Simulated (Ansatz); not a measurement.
This run works on a generated trial structure, not on a known crystal.

Input and command of a plane-wave DFT calculation in Ansatz:

```yaml
crystal:
  lattice:
    - [3.88378665, -2.77101745, 0.0]
    - [3.88378665, 2.77101745, 0.0]
    - [-1.8193389, 0.0, 3.43459685]
  atoms:
    - { symbol: Hf, position: [0.713242, 0.286758, 0.5] }
    - { symbol: Hf, position: [0.286758, 0.713242, 0.5] }
    - { symbol: Nb, position: [0.0, 0.0, 0.0] }
    - { symbol: O, position: [0.0, 0.5, 0.5] }
    - { symbol: O, position: [0.5, 0.0, 0.5] }
basis:
  ecutwfc: 420
kpoints:
  mp_grid: { grid: [4, 4, 5] }
hamiltonian:
  xc: pbe
scf:
  occupations: { method: gaussian, width: 0.2 }
  lower_state_search: "off"
output:
  forces: true
  stress: true
  eigenvalues: true
relax:
  adjacent_minimum: "off"
  f_tol: 0.08
  max_steps: 16
  cell: { stress_tol: 0.8 }
```

```bash
ansatz run input.yaml --threads 1 --pin off --max-ram 2560MiB --backend cpu --events-out ev --progress --plain --runs-dir out
```

Processor: Intel(R) Xeon(R) Processor @ 2.70GHz, 1 thread, on a host shared with other jobs.

Task: Estimate time, memory and problem size.

Result: About 100 s, peak memory 0.47 GiB. It solves 47 bands at 27 k points (after reduction by symmetry) with about 1599 plane waves (on the last cell), in 91 SCF iterations over 14 ionic steps.
